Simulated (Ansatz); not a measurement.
## Field gradients of CaIn2As2 from run to run

Cell of run 1: an entry of the Crystallography Open Database (COD), atoms as given.

```cif
data_CaIn2As2
_symmetry_space_group_name_H-M 'P6_3/mmc'
_symmetry_Int_Tables_number 194
_cell_length_a 4.1482
_cell_length_b 4.1482
_cell_length_c 17.7260
_cell_angle_alpha 90.000
_cell_angle_beta 90.000
_cell_angle_gamma 120.000
loop_
_atom_site_label
_atom_site_type_symbol
_atom_site_symmetry_multiplicity
_atom_site_Wyckoff_symbol
_atom_site_fract_x
_atom_site_fract_y
_atom_site_fract_z
Ca Ca 2 a 0.0000 0.0000 0.0000
In In 4 f 0.3333 0.6667 0.1720
As As 4 f 0.3333 0.6667 0.6036
```

One atom of each set is listed.

Relaxed positions (PBE, cell held):

Ca (0.0000, 0.0000, 0.0000)
In (0.3333, 0.6667, 0.1713)
As (0.3333, 0.6667, 0.6013)

All runs are DFT with Ansatz 0.2.0 (plane waves and PAW, scalar-relativistic unless spin–orbit coupling is named, Γ-centred meshes, Fermi–Dirac smearing where given) in this cell.

Run 1: PBE, atoms as given; 420 eV, 9×9×2 k-points, smearing 0.05 eV.
Run 2: PBE, atoms relaxed; 420 eV, 9×9×2 k-points, smearing 0.05 eV.
Run 3: r2SCAN, at the relaxed atoms; 500 eV, 9×9×2 k-points, smearing 0.05 eV.
Run 4: PBE with spin–orbit coupling, at the relaxed atoms; 420 eV, 9×9×2 k-points, smearing 0.05 eV.

| run | Ca V_zz (η) | In V_zz (η) | As V_zz (η) |
| --- | --- | --- | --- |
| 1 | 0.40 (0.00) | -9.35 (0.00) | -4.86 (0.00) |
| 2 | 0.47 (0.00) | -9.18 (0.00) | -4.42 (0.00) |
| 3 | ? | ? | ? |
| 4 | 0.47 (0.00) | -9.19 (0.00) | -4.44 (0.00) |

V_zz in 10²¹ V/m².

(1) Estimate the row of run 3.

Results:

(1) Ca: 0.47 (0.00); In: -10.45 (0.00); As: -4.66 (0.00). It lies nearest to run 1, from whose tensors on these sites it differs by 1.09 at most (largest principal value of the difference, on In). Taken one at a time, the functional (r2SCAN with its higher cutoff) moves the tensors on these sites by up to 1.26 (largest principal value of the change, on In), the positions of the atoms (as given or relaxed) by 0.44 (As), spin–orbit coupling by 0.02 (As).

In run 3 the gap is small for the k-mesh or the smearing, and small gradients can still move by 0.1 × 10²¹ V/m² or more. In runs 1, 2, 4 there is no gap above 0.1 eV, so the gradients can move by 10 % or more with the k-mesh.
